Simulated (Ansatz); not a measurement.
NbAl₃:
```cif
data_Al3Nb
_chemical_formula_sum 'Al3 Nb1'
_space_group_name_H-M_alt 'P 1'
_space_group_IT_number 1
_cell_length_a 5.07369
_cell_length_b 5.07369
_cell_length_c 5.07369
_cell_angle_alpha 135.599
_cell_angle_beta 135.599
_cell_angle_gamma 64.601
loop_
_space_group_symop_operation_xyz
  'x, y, z'
loop_
_atom_site_label
_atom_site_type_symbol
_atom_site_fract_x
_atom_site_fract_y
_atom_site_fract_z
_atom_site_occupancy
Al1 Al 0.50000 0.50000 0.00000 1
Al2 Al 0.75000 0.25000 0.50000 1
Al3 Al 0.25000 0.75000 0.50000 1
Nb1 Nb 0.00000 0.00000 0.00000 1
```

Relaxed with r²SCAN.

Problem. Which orbitals make up the states near the Fermi level in r²SCAN (plane waves, PAW; program Ansatz)?

Solution. Within 0.5 eV of the Fermi level: Nb 4d 78 %, Al 3p 19 %. Projections are on Löwdin-orthogonalised atomic valence shells; empty p or d shells of many metals are not among them.

Problem. Tabulate the density of states.

Solution. States/eV per cell of 4 atoms, in 0.25 eV bins, energy from the Fermi level.

| E (eV) | total | Al 3p | Nb 4d | Al 3s |
|---|---|---|---|---|
| -7.85 | 0.84 | 0.42 | 0.07 | 0.28 |
| -7.60 | 0.85 | 0.43 | 0.09 | 0.27 |
| -7.35 | 1.01 | 0.51 | 0.13 | 0.31 |
| -7.10 | 1.17 | 0.58 | 0.18 | 0.35 |
| -6.85 | 1.11 | 0.54 | 0.20 | 0.32 |
| -6.60 | 0.87 | 0.44 | 0.16 | 0.24 |
| -6.35 | 0.83 | 0.41 | 0.16 | 0.22 |
| -6.10 | 0.88 | 0.44 | 0.18 | 0.22 |
| -5.85 | 0.90 | 0.45 | 0.18 | 0.21 |
| -5.60 | 0.94 | 0.46 | 0.19 | 0.22 |
| -5.35 | 1.27 | 0.59 | 0.25 | 0.36 |
| -5.10 | 1.44 | 0.65 | 0.31 | 0.39 |
| -4.85 | 1.30 | 0.59 | 0.32 | 0.31 |
| -4.60 | 1.28 | 0.60 | 0.35 | 0.26 |
| -4.35 | 1.25 | 0.62 | 0.34 | 0.22 |
| -4.10 | 1.16 | 0.61 | 0.31 | 0.18 |
| -3.85 | 1.21 | 0.63 | 0.34 | 0.18 |
| -3.60 | 1.73 | 0.91 | 0.52 | 0.22 |
| -3.35 | 1.49 | 0.66 | 0.53 | 0.24 |
| -3.10 | 1.84 | 0.85 | 0.59 | 0.33 |
| -2.85 | 2.10 | 1.05 | 0.76 | 0.22 |
| -2.60 | 2.03 | 1.01 | 0.77 | 0.18 |
| -2.35 | 3.54 | 1.80 | 1.41 | 0.22 |
| -2.10 | 3.51 | 1.56 | 1.67 | 0.20 |
| -1.85 | 2.68 | 1.16 | 1.30 | 0.15 |
| -1.60 | 2.77 | 1.19 | 1.37 | 0.14 |
| -1.35 | 3.36 | 1.35 | 1.79 | 0.11 |
| -1.10 | 2.12 | 0.69 | 1.29 | 0.08 |
| -0.85 | 1.58 | 0.41 | 1.06 | 0.05 |
| -0.60 | 1.27 | 0.29 | 0.92 | 0.03 |
| -0.35 | 1.09 | 0.19 | 0.86 | 0.01 |
| -0.10 | 0.85 | 0.09 | 0.72 | 0.01 |
| 0.15 | 0.19 | 0.06 | 0.12 | 0.00 |
| 0.40 | 0.30 | 0.10 | 0.18 | 0.00 |
| 0.65 | 0.65 | 0.23 | 0.36 | 0.02 |
| 0.90 | 1.62 | 0.56 | 0.82 | 0.12 |
| 1.15 | 2.00 | 0.68 | 1.00 | 0.17 |
| 1.40 | 2.79 | 0.88 | 1.42 | 0.26 |
| 1.65 | 3.05 | 0.94 | 1.59 | 0.25 |
| 1.90 | 4.30 | 1.13 | 2.49 | 0.22 |
| 2.15 | 2.20 | 0.68 | 1.05 | 0.20 |
| 2.40 | 1.58 | 0.54 | 0.52 | 0.25 |
| 2.65 | 1.60 | 0.55 | 0.42 | 0.34 |
| 2.90 | 1.70 | 0.57 | 0.45 | 0.39 |
| 3.15 | 1.30 | 0.45 | 0.34 | 0.33 |
| 3.40 | 2.12 | 0.47 | 0.66 | 0.66 |
| 3.65 | 2.23 | 0.55 | 0.61 | 0.68 |
| 3.90 | 2.26 | 0.64 | 0.57 | 0.64 |
| 4.15 | 2.59 | 0.76 | 0.73 | 0.68 |
| 4.40 | 2.67 | 0.89 | 0.69 | 0.68 |
| 4.65 | 2.90 | 1.06 | 0.69 | 0.66 |
| 4.90 | 3.04 | 1.26 | 0.66 | 0.58 |

Space group I4/mmm. The workflow started from a Materials Project entry (that database holds measured and hypothetical structures alike); the Crystallography Open Database copy checked does not list it. With Al and Nb taken as one species the cell has the higher symmetry I4/mmm, so it may be an ordered model of a mixed-site phase. Whether it is the stable phase at ambient conditions was not checked. The cell was relaxed with r²SCAN under the symmetry of its start; its stability against distortions is not shown here. The run is not spin-polarised. Spin–orbit coupling is left out wherever it is not named.

Potentials: the later of the program's two PAW sets.
